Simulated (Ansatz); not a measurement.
SnS:
Space group Cmcm (No. 63); a = 3.681 Å, b = 10.897 Å, c = 5.572 Å, α = 90.00°, β = 90.00°, γ = 90.00°

```json
[
 {"atom": "Sn", "site": "4c", "symmetry": "m2m", "x": "0.0000", "y": "0.1428", "z": "0.2500"},
 {"atom": "S", "site": "4c", "symmetry": "m2m", "x": "0.0000", "y": "0.1931", "z": "0.7500"}
]
```
(The calculation used a cell of 4 atoms; values per cell refer to that cell.)

Relaxed with LDA.

**Question.** Tabulate the valence density and the electron localisation function along the shortest Sn–S contact (2.57 Å), plane-wave PAW LDA (Ansatz code).

**Answer.** 

| distance from Sn (Å) | density (e/Å³) | ELF |
|---|---|---|
| 0.26 | 12.04 | 0.00 |
| 0.38 | 8.23 | 0.02 |
| 0.51 | 4.97 | 0.08 |
| 0.64 | 2.73 | 0.17 |
| 0.77 | 1.44 | 0.25 |
| 0.90 | 0.81 | 0.27 |
| 1.03 | 0.53 | 0.27 |
| 1.15 | 0.44 | 0.33 |
| 1.28 | 0.44 | 0.51 |
| 1.41 | 0.50 | 0.70 |
| 1.54 | 0.62 | 0.81 |
| 1.67 | 0.80 | 0.86 |
| 1.80 | 1.01 | 0.86 |
| 1.92 | 1.17 | 0.82 |
| 2.05 | 1.16 | 0.67 |
| 2.18 | 0.92 | 0.37 |
| 2.31 | 0.51 | 0.08 |

The density is the valence pseudo-density with augmentation charge, so density and ELF within about 1 Å of a nucleus are not all-electron values.

The first step of the workflow began from a Materials Project structure, measured or hypothetical; the Crystallography Open Database files this formula in space group No. 63, but the cells were not matched. It is not the phase usual at ambient conditions (space group No. 62). Symmetry was held in the LDA relaxation; whether a distortion lowers the energy is not shown. A crystal of weakly bound layers computed without a dispersion correction: the cell and the soft elastic constants depend strongly on that. Spin–orbit coupling is left out wherever it is not named.

Potentials: the later of the program's two PAW sets.
